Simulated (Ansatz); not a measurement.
# Does relaxation matter for the field gradients of AlN with Si replacing Al?

Start: a supercell of AlN (wurtzite type, P6_3mc) built from a structure deposited in the COD (the entry's cell lengths or inner coordinates differ somewhat from later room-temperature determinations), with all atoms left at the host's positions.

```cif
data_structure
_symmetry_space_group_name_H-M 'P 1'
_symmetry_Int_Tables_number 1
_cell_length_a 9.3390
_cell_length_b 6.2260
_cell_length_c 9.9620
_cell_angle_alpha 90.000
_cell_angle_beta 90.000
_cell_angle_gamma 120.000
_cell_volume 501.63
loop_
_atom_site_label
_atom_site_type_symbol
_atom_site_fract_x
_atom_site_fract_y
_atom_site_fract_z
_atom_site_occupancy
Si1 Si 0.11111 0.33333 0.00000 1
Al2 Al 0.11111 0.33333 0.50000 1
Al3 Al 0.11111 0.83333 0.00000 1
Al4 Al 0.11111 0.83333 0.50000 1
Al5 Al 0.44444 0.33333 0.00000 1
Al6 Al 0.44444 0.33333 0.50000 1
Al7 Al 0.44444 0.83333 0.00000 1
Al8 Al 0.44444 0.83333 0.50000 1
Al9 Al 0.77778 0.33333 0.00000 1
Al10 Al 0.77778 0.33333 0.50000 1
Al11 Al 0.77778 0.83333 0.00000 1
Al12 Al 0.77778 0.83333 0.50000 1
Al13 Al 0.22222 0.16667 0.25000 1
Al14 Al 0.22222 0.16667 0.75000 1
Al15 Al 0.22222 0.66667 0.25000 1
Al16 Al 0.22222 0.66667 0.75000 1
Al17 Al 0.55556 0.16667 0.25000 1
Al18 Al 0.55556 0.16667 0.75000 1
Al19 Al 0.55556 0.66667 0.25000 1
Al20 Al 0.55556 0.66667 0.75000 1
Al21 Al 0.88889 0.16667 0.25000 1
Al22 Al 0.88889 0.16667 0.75000 1
Al23 Al 0.88889 0.66667 0.25000 1
Al24 Al 0.88889 0.66667 0.75000 1
N25 N 0.11111 0.33333 0.19000 1
N26 N 0.11111 0.33333 0.69000 1
N27 N 0.11111 0.83333 0.19000 1
N28 N 0.11111 0.83333 0.69000 1
N29 N 0.44444 0.33333 0.19000 1
N30 N 0.44444 0.33333 0.69000 1
N31 N 0.44444 0.83333 0.19000 1
N32 N 0.44444 0.83333 0.69000 1
N33 N 0.77778 0.33333 0.19000 1
N34 N 0.77778 0.33333 0.69000 1
N35 N 0.77778 0.83333 0.19000 1
N36 N 0.77778 0.83333 0.69000 1
N37 N 0.22222 0.16667 0.44000 1
N38 N 0.22222 0.16667 0.94000 1
N39 N 0.22222 0.66667 0.44000 1
N40 N 0.22222 0.66667 0.94000 1
N41 N 0.55556 0.16667 0.44000 1
N42 N 0.55556 0.16667 0.94000 1
N43 N 0.55556 0.66667 0.44000 1
N44 N 0.55556 0.66667 0.94000 1
N45 N 0.88889 0.16667 0.44000 1
N46 N 0.88889 0.16667 0.94000 1
N47 N 0.88889 0.66667 0.44000 1
N48 N 0.88889 0.66667 0.94000 1
```

Atoms are numbered from 1 in the order listed; like atoms form one site, named after its first atom.

Level of theory: DFT, PBE, plane waves and PAW, scalar-relativistic, 420 eV cutoff, Γ-centred 3×4×2 k-points, Fermi–Dirac smearing 0.01 eV, cell charge +1 (Ansatz 0.2.0).

The largest force at the start is 2.7 eV/Å. Relaxing the ions at fixed cell moves them by 0.113 Å at most (atom 46, N) and 0.034 Å rms.

```csv
site,atom,moved (Å),first shell before,first shell after,V_zz before (10²¹ V/m²),η before
Si,1,0.008,4 N at 1.89 Å,4 N at 1.78–1.79 Å,0.16,0.92
Al3,3,0.033,4 N at 1.89 Å,4 N at 1.87–1.95 Å,-0.57,0.12
Al14,14,0.028,4 N at 1.89 Å,4 N at 1.88–1.96 Å,0.95,0.13
N25,25,0.101,"1 Si at 1.89 Å, 3 Al at 1.89 Å","1 Si at 1.78 Å, 3 Al at 1.94 Å",3.52,0.03
N30,30,0.019,4 Al at 1.89 Å,4 Al at 1.88–1.91 Å,0.23,0.08
N37,37,0.012,4 Al at 1.89 Å,4 Al at 1.89–1.90 Å,0.35,0.30
N38,38,0.105,"3 Al at 1.89 Å, 1 Si at 1.89 Å","1 Si at 1.79 Å, 3 Al at 1.95–1.96 Å",3.73,0.10
N40,40,0.105,"3 Al at 1.89 Å, 1 Si at 1.89 Å","1 Si at 1.79 Å, 3 Al at 1.94–1.96 Å",3.74,0.10
N42,42,0.023,4 Al at 1.89 Å,4 Al at 1.89–1.91 Å,0.71,0.67
N45,45,0.014,4 Al at 1.89 Å,4 Al at 1.89–1.90 Å,0.34,0.23
N46,46,0.113,"3 Al at 1.89 Å, 1 Si at 1.89 Å","1 Si at 1.78 Å, 3 Al at 1.94–1.95 Å",3.70,0.10
N48,48,0.006,4 Al at 1.89 Å,4 Al at 1.87–1.90 Å,-0.47,0.39
```

Q: What are V_zz and η after the relaxation?

A: 

```json
{"site": "Si", "atom": "1", "V_zz after": "-0.25", "η after": "0.44", "change of V_zz": "–"}
{"site": "Al3", "atom": "3", "V_zz after": "-1.40", "η after": "0.15", "change of V_zz": "-0.83"}
{"site": "Al14", "atom": "14", "V_zz after": "1.84", "η after": "0.10", "change of V_zz": "+0.89"}
{"site": "N25", "atom": "25", "V_zz after": "1.95", "η after": "0.02", "change of V_zz": "-1.57"}
{"site": "N30", "atom": "30", "V_zz after": "0.21", "η after": "0.54", "change of V_zz": "-0.02"}
{"site": "N37", "atom": "37", "V_zz after": "0.43", "η after": "0.17", "change of V_zz": "+0.08"}
{"site": "N38", "atom": "38", "V_zz after": "2.20", "η after": "0.24", "change of V_zz": "-1.53"}
{"site": "N40", "atom": "40", "V_zz after": "2.20", "η after": "0.18", "change of V_zz": "-1.54"}
{"site": "N42", "atom": "42", "V_zz after": "0.81", "η after": "0.61", "change of V_zz": "+0.10"}
{"site": "N45", "atom": "45", "V_zz after": "0.41", "η after": "0.15", "change of V_zz": "+0.07"}
{"site": "N46", "atom": "46", "V_zz after": "2.08", "η after": "0.12", "change of V_zz": "-1.62"}
{"site": "N48", "atom": "48", "V_zz after": "-0.20", "η after": "0.96", "change of V_zz": "+0.27"}
```

The largest change of V_zz along a kept axis is on N46, from 3.70 to 2.08. In per cent, |V_zz| changes by +93 to +146 on Al, -44 to +13 on N (all sites that start above 0.5). Where |V_zz| stays above 0.1 and the axes keep their order, η moves most on N48, from 0.39 to 0.96. On Al14, Al3, N37, N45, N36 (not all in the table) V_xx and V_yy change places (or their axes turn by over 50°), so the two values of η hide a larger change. On Si, N26, N31, N35, N33, N41 (not all in the table) the largest principal value lies along another axis in the second run, so the two V_zz can't be compared directly. The table leaves out 36 of the 48 sites, with |V_zz| up to 1.86; their tensors move by 0.91 at most along any direction. The statements above cover all sites. The host's own positions weren't relaxed first, so part of the change far from the defect can be the host's relaxation.

The defect repeats with the cell of 48 atoms, so it feels its images: sites between two images don't show the values beside a lone defect, and zeros or small values of η there can come from the images' arrangement. Al and N carry a gradient in the pure host already, so the values there aren't the defect's effect alone. A uniform background compensates the cell's charge.
Before: The neighbours have not yet relaxed around the defect (largest force 2.7 eV/Å), so a real crystal will differ.
